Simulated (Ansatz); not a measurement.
PbS:
```
PbS
1.0
    0.00000     3.32387     3.32387
    3.32387     0.00000     3.32387
    3.32387     3.32387     0.00000
S Pb
1 1
Cartesian
  1.66194   1.66194   1.66194
  0.00000   0.00000   0.00000
```

Relaxed with PBE. Special points in fractions of this cell's reciprocal vectors: Γ (0.000, 0.000, 0.000); X (0.500, 0.000, 0.500); U (0.625, 0.250, 0.625); K (0.375, 0.375, 0.750); L (0.500, 0.500, 0.500); W (0.500, 0.250, 0.750).

Q: List the band energies nearest the valence-band maximum at these points for the program Ansatz at the PBE with spin–orbit coupling level (PAW).

A: In eV from the valence-band maximum; about four levels below and three above (degenerate sets whole), none deeper than 8.9 eV; points with the same levels are listed once.

| k | below | above |
|---|---|---|
| Γ | -1.64 -1.64 -1.64 -1.64 | 1.29 1.29 3.02 3.02 3.02 3.02 |
| X | -2.75 -2.75 -0.46 -0.46 | 0.76 0.76 4.39 4.39 |
| U | -2.71 -2.64 -0.36 -0.35 | 1.53 1.85 3.62 |
| L | -2.09 -2.09 -1.86 -1.86 | 2.40 2.40 3.62 3.62 |
| W | -2.99 -2.92 -0.05 0.00 | 1.74 2.46 2.92 |

Space group F-43m (zinc blende). The start of the workflow was typed in or built on a structure type; neither database checked (COD, Materials Project) lists it. It is not the phase usual at ambient conditions (space group No. 225). The cell was relaxed with PBE under the symmetry of its start; its stability against distortions is not shown here.

Potentials: the later of the program's two PAW sets.
